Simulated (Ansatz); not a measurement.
Ti$_{3}$O:
```
CELL_PARAMETERS angstrom
      5.13364     0.00000     0.00000
     -2.56682     4.44587     0.00000
      0.00000     0.00000     9.46745
ATOMIC_POSITIONS crystal
  Ti 0.67261 0.00653 0.38264
  Ti 0.32739 0.99347 0.61736
  Ti 0.99347 0.66608 0.38264
  Ti 0.00653 0.33392 0.61736
  Ti 0.33392 0.32739 0.38264
  Ti 0.66608 0.67261 0.61736
  Ti 0.99347 0.32739 0.11736
  Ti 0.00653 0.67261 0.88264
  Ti 0.33392 0.00653 0.11736
  Ti 0.66608 0.99347 0.88264
  Ti 0.67261 0.66608 0.11736
  Ti 0.32739 0.33392 0.88264
  O  0.33333 0.66667 0.75000
  O  0.66667 0.33333 0.25000
  O  0.00000 0.00000 0.75000
  O  0.00000 0.00000 0.25000
```

Relaxed with r²SCAN.

Problem. Which orbitals make up the states near the Fermi level in r²SCAN (plane waves, PAW; program Ansatz)?

Solution. Within 0.5 eV of the Fermi level: Ti 3d 93 %. Projections are on Löwdin-orthogonalised atomic valence shells; empty p or d shells of many metals are not among them.

Problem. Tabulate the density of states.

Solution. States/eV per cell of 16 atoms, in 0.25 eV bins, energy from the Fermi level.

```
E (eV)  total  Ti 3d   O 2p  Ti 4s
------  -----  -----  -----  -----
-7.85   20.92   2.92  15.67   1.76
-7.60   13.43   1.90  10.12   1.09
-7.35   20.68   3.12  16.42   0.68
-7.10   12.97   2.03  10.26   0.42
-6.85   14.14   2.36  11.54   0.06
-6.60    0.34   0.05   0.28   0.00
-6.35    0.00   0.00   0.00   0.00
-6.10    0.00   0.00   0.00   0.00
-5.85    0.00   0.00   0.00   0.00
-5.60    0.00   0.00   0.00   0.00
-5.35    0.00   0.00   0.00   0.00
-5.10    0.00   0.00   0.00   0.00
-4.85    0.23   0.02   0.01   0.15
-4.60    0.48   0.05   0.03   0.31
-4.35    0.73   0.09   0.06   0.47
-4.10    0.99   0.15   0.09   0.62
-3.85    1.38   0.24   0.13   0.85
-3.60    1.90   0.39   0.18   1.14
-3.35    2.64   0.64   0.23   1.56
-3.10    3.83   1.09   0.30   2.20
-2.85    3.94   1.32   0.26   2.16
-2.60    4.44   1.81   0.21   2.17
-2.35    7.91   4.67   0.27   2.63
-2.10   10.04   7.03   0.30   2.28
-1.85   16.89  13.38   0.44   2.27
-1.60   18.47  15.16   0.45   2.00
-1.35   21.51  18.08   0.38   1.73
-1.10   16.03  13.82   0.30   0.90
-0.85   24.31  21.19   0.50   1.18
-0.60   11.42   9.83   0.22   0.60
-0.35    6.89   6.41   0.08   0.17
-0.10    6.91   6.45   0.06   0.16
0.15     8.09   7.45   0.07   0.22
0.40    13.12  12.10   0.14   0.34
0.65    11.33  10.63   0.12   0.22
0.90    21.81  20.79   0.22   0.34
1.15    16.02  15.23   0.33   0.17
1.40    18.18  17.28   0.53   0.10
1.65    18.63  17.52   0.73   0.12
1.90    22.29  20.86   0.92   0.18
2.15    22.28  20.88   0.89   0.16
2.40    24.28  22.67   0.94   0.23
2.65    21.70  20.35   0.71   0.24
2.90    29.32  27.53   0.80   0.34
```

Space group P-31c. The first step of the workflow began from a Materials Project structure, measured or hypothetical; the Crystallography Open Database files this formula in space group No. 163, but the cells were not matched. Whether it is the stable phase at ambient conditions was not checked. Symmetry was held in the r²SCAN relaxation; its stability against distortions is not shown here. The run is not spin-polarised. Without spin polarisation and U, an open-shell compound can come out a false metal.

Potentials: the earlier of the program's two PAW sets.
